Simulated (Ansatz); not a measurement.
## Relaxing a structure of ZnInGaO$_{4}$

The start is a relaxed ZnInGaO4 cell with one Zn and one Ga atom exchanged in a cell of 7 atoms. A full variable-cell relaxation at zero pressure is run with PBE (plane waves to 420 eV, PAW, scalar-relativistic; Ansatz, an electronic-structure program). The first steps use a coarse 8×8×8 k-mesh.

Input geometry:
```
ZnInGaO4
1.0
    1.67796     0.96877     8.70481
   -1.67796     0.96877     8.70481
    0.00000    -1.93754     8.70481
In Zn Ga O
1 1 1 4
Direct
  0.99692   0.99692   0.99692
  0.21295   0.21295   0.21295
  0.78119   0.78119   0.78119
  0.13648   0.13648   0.13648
  0.87897   0.87897   0.87897
  0.28877   0.28877   0.28877
  0.70471   0.70471   0.70471
```

Q: By how much does the energy per atom fall from start to end?

A: 0.22 eV/atom.

Q: Does it find its way back to the structure it was made from?

A: The parent structure is recovered, R3m (No. 160).

Q: How do the shortest distances between atoms change?

A: The closest pairs of elements (up to four, under 3.6 Å), start → end: O–Zn 1.94 → 2.00 Å; Ga–O 2.00 → 1.94 Å; In–O 2.22 → 2.22 Å; O–O 2.77 → 2.77 Å.

Q: Is the relaxed structure metallic? Give its gap.

A: 1.12 eV, direct at Γ (no spin-orbit coupling).

Relaxed structure:

```cif
data_Ga3In3O12Zn3
_chemical_formula_sum 'In3 Zn3 Ga3 O12'
_space_group_name_H-M_alt 'R3m :H'
_space_group_IT_number 160
_space_group_name_Hall 'R 3 -2"'
_cell_length_a 3.35607
_cell_length_b 3.35607
_cell_length_c 26.11107
_cell_angle_alpha 90.000
_cell_angle_beta 90.000
_cell_angle_gamma 120.000
loop_
_atom_site_label
_atom_site_type_symbol
_atom_site_symmetry_multiplicity
_atom_site_Wyckoff_symbol
_atom_site_fract_x
_atom_site_fract_y
_atom_site_fract_z
_atom_site_occupancy
In1 In 3 a 0.00000 0.00000 0.99691 1
Zn1 Zn 3 a 0.00000 0.00000 0.78119 1
Ga1 Ga 3 a 0.00000 0.00000 0.21295 1
O1 O 3 a 0.00000 0.00000 0.87897 1
O2 O 3 a 0.00000 0.00000 0.13648 1
O3 O 3 a 0.00000 0.00000 0.70472 1
O4 O 3 a 0.00000 0.00000 0.28878 1
```
(The calculation used a cell of 7 atoms; values per cell refer to that cell.)

Final values are on a 11×11×11 k-mesh of the relaxed cell. No spin polarisation in the result.

The run could not lose the symmetry of its start.
